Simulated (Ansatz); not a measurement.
Input file for Ansatz (an electronic-structure program):

Ansatz 0.2 input:
```yaml
crystal:
  lattice:
    - [-4.068190674, 4.068190674, 1.3594485538]
    - [4.068190674, -4.068190674, 1.3594485538]
    - [4.068190674, 4.068190674, -1.3594485538]
  atoms:
    - { symbol: Al, position: [0.3528118346, 0.8528118346, 0.2056236692] }
    - { symbol: Al, position: [0.6471881654, 0.1471881654, 0.7943763308] }
    - { symbol: Al, position: [0.8528118346, 0.6471881654, 0.5] }
    - { symbol: Al, position: [0.1471881654, 0.3528118346, 0.5] }
kpoints:
  mp_grid: { grid: [16, 16, 16] }
hamiltonian:
  xc: r2scan
  pseudopotentials: { kind: paw }
scf:
  occupations: { method: gaussian, width: 0.1 }
checkpoint: { read: metal.run }
output: { write_density: true, elf: true, volumetric_format: npy }
basis: { fft_grid_basis: typed }
```

Output (shortened):

```
Pseudopotential: Al, paw, valence charge 3
Functional definition: r2SCAN
Crystal: 4 atoms, lattice volume = 89.996 Å³
Basis set: ecut = 500 eV, 2273 PW (Γ), exchange–correlation on 180×180×180 points (64 copies of the dense FFT grid, shifted against one another)
Bands: 14, of which v1, the nominal top of the filled ones, is band 6 counted from 1 (5 counted from 0)
Symmetry: 16 space group operations
Space group: I4/mcm (ITA 140), of the structure as read, at distance tolerance 4.5e-5 Å
k-points: 349 of 4096
Stability of the state it starts from, as read at its close in the unpolarized treatment …
iter 1 solved again at ethr=1.54e-7 eV; its pass at ethr=3.10e-3 eV (dr2=1.84e-5 eV) is discarded
SCF iter   1: F=—  HF=-2160.656692 eV  |F-HF|=—  |Δ(HF+E_count)|=         —  Δρ=1.17e-7  dr2=1.65e-11  dr2_τ=1.04e-13  ethr=1.54e-7  ⟨swp⟩=3.2  Hψ=51254  notcnv=0
preconditioner: auto → LDOS
SCF iter   2: F=-2160.656692 eV  HF=-2160.656692 eV  |F-HF|=8.64e-12  |Δ(HF+E_count)|=   2.90e-9  Δρ=9.84e-8  dr2=2.27e-11  dr2_τ=1.10e-13  ethr=1.00e-12  ⟨swp⟩=7.4  Hψ=24455  notcnv=0
SCF 1 converged in 2 iterations: F = -2160.656692 eV  dr2 = 2.27e-11
SCF converged after 2 iterations
Free energy (F): -2160.656692 eV
Harris-Foulkes:  -2160.656692 eV  (|F-HF|=8.64e-12)
Internal energy: -2160.649060 eV  (E = F + TS)
E sigma→0 (E₀):  -2160.652876 eV
Entropy (-TS):   -0.007633 eV (-1.908 meV/atom)
Fermi energy:    4.715234 eV
--- Per-component energies (eV) ---
  E_band       = 4.559053
  E_kinetic    = 89.027904
  E_local      = -55.258150  (includes V_loc(G=0)·N_el)
  E_nonlocal   = 39.960022
  E_hartree    = 30.400564
  E_xc         = -144.326009
  E_vxc        = -120.612064  (∫ρ·V_xc dr)
  E_paw        = -1892.804168  (= ΣΔE_a)
  E_vpaw       = -13.982696  (= ΣTr[D̂ρ^β])
  E_aug_tail   = -0.000003  (compensation charges beyond the density's cutoff)
  E_vtau       = 4.622945  (kinetic-family band-sum trace: ∫τ·v_τ [+ j·A + Jᵃ·Aᵃ] dr)
  E_ewald      = -227.408788
  E_core_change = -0.240432  (= ΣΔE_core)
  E_smearing   = -0.007633  (= −TS)
  E_closure    = 0.000000  (closes the sum)
  Σ components = -2160.656692   (vs F -2160.656692, Δ=0.00e0)
  [band-id]    e_kinetic+e_local+e_nonlocal+2·e_hartree+e_vxc+e_vpaw+e_augmentation_tail+e_vtau = 4.559087   (vs E_band 4.559053, Δ=3.37e-5)
--- Band table (eV; the first three rows and the last of 349) ---
  k-point 0: bands = ["-5.9236", "-1.7997", "-0.9826", "-0.9826", "0.3235", "3.6118", "5.8700", "5.8700", "7.9694", "12.4834", "12.4834", "12.5096", "13.0922", "14.6357"]
  k-point 1: bands = ["-5.9100", "-1.9420", "-0.9741", "-0.9212", "0.4376", "3.5197", "5.8016", "6.0029", "8.0768", "11.6390", "12.4825", "12.7671", "13.6918", "14.5979"]
  k-point 2: bands = ["-5.8699", "-2.2492", "-0.9496", "-0.8275", "0.7494", "3.2944", "5.6360", "6.3509", "8.3518", "10.7329", "12.4769", "12.7830", "14.5075", "14.6118"]
  k-point 348: bands = ["-4.7174", "-3.6090", "-3.6090", "0.9479", "3.9270", "3.9270", "5.4430", "6.3389", "7.8478", "9.8380", "9.8380", "9.8875", "13.7159", "15.5089"]
```

Cost: very roughly 40 core-seconds on shared cores.

The start of the workflow was typed in or built on a structure type; neither database checked (COD, Materials Project) lists it. It is not the phase usual at ambient conditions (space group No. 225). The cell was relaxed with r²SCAN under the symmetry of its start; its stability against distortions is not shown here.

Potentials: the later of the program's two PAW sets.

Ansatz is a plane-wave DFT program.
